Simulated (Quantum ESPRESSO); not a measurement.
## Band energies of AlCl3 monolayer

```xyz
8
Lattice="5.9295 0.0000 0.0000 -2.9648 5.1351 0.0000 0.0000 0.0000 15.7000" Properties=species:S:1:pos:R:3 pbc="T T T"
Al     0.0000     0.0000     0.0000
Al     2.9648     1.7117     0.0000
Cl     4.0313     0.1356     1.3300
Cl     3.7965     3.4234     1.3300
Cl     1.0665     1.5761     1.3300
Cl     4.8630     1.5761    -1.3300
Cl     2.1331     3.4234    -1.3300
Cl     1.8982     0.1356    -1.3300
```

norm-conserving PBEsol (Quantum ESPRESSO, 58 Ry, scalar-relativistic); path ΓMKΓ; energies in eV from the valence-band maximum.

| k (1/Å) | point | band 20 | band 21 | band 22 | band 23 | band 24 | band 25 | band 26 | band 27 |
|---|---|---|---|---|---|---|---|---|---|
| 0.00 | Γ | -0.59 | -0.16 | -0.16 | -0.05 | -0.05 | 5.58 | 5.75 | 7.19 |
| 0.20 |  | -0.54 | -0.48 | -0.26 | -0.14 | -0.06 | 5.65 | 5.95 | 7.52 |
| 0.41 |  | -0.80 | -0.49 | -0.28 | -0.21 | -0.12 | 5.66 | 6.15 | 7.84 |
| 0.61 | M | -0.58 | -0.53 | -0.46 | -0.27 | 0.00 | 5.55 | 6.20 | 7.83 |
| 0.61 | K | -0.59 | -0.59 | -0.31 | -0.10 | -0.10 | 5.71 | 5.71 | 7.57 |
| 0.75 |  | -0.68 | -0.54 | -0.31 | -0.13 | -0.09 | 5.68 | 5.84 | 7.54 |
| 0.89 |  | -0.80 | -0.48 | -0.33 | -0.17 | -0.08 | 5.71 | 6.00 | 7.54 |
| 1.04 |  | -0.71 | -0.42 | -0.38 | -0.20 | -0.03 | 5.69 | 6.04 | 7.55 |
| 1.18 |  | -0.57 | -0.29 | -0.24 | -0.13 | -0.03 | 5.62 | 5.86 | 7.36 |
| 1.32 | Γ | -0.59 | -0.16 | -0.16 | -0.05 | -0.05 | 5.58 | 5.75 | 7.19 |

The PBEsol gap is direct, 5.55 eV at M. The valence-band maximum lies 7.89 eV below the vacuum level.

Geometry relaxed with PBEsol.

This is a model layer cut from the bulk structure; whether it is stable on its own was not checked.
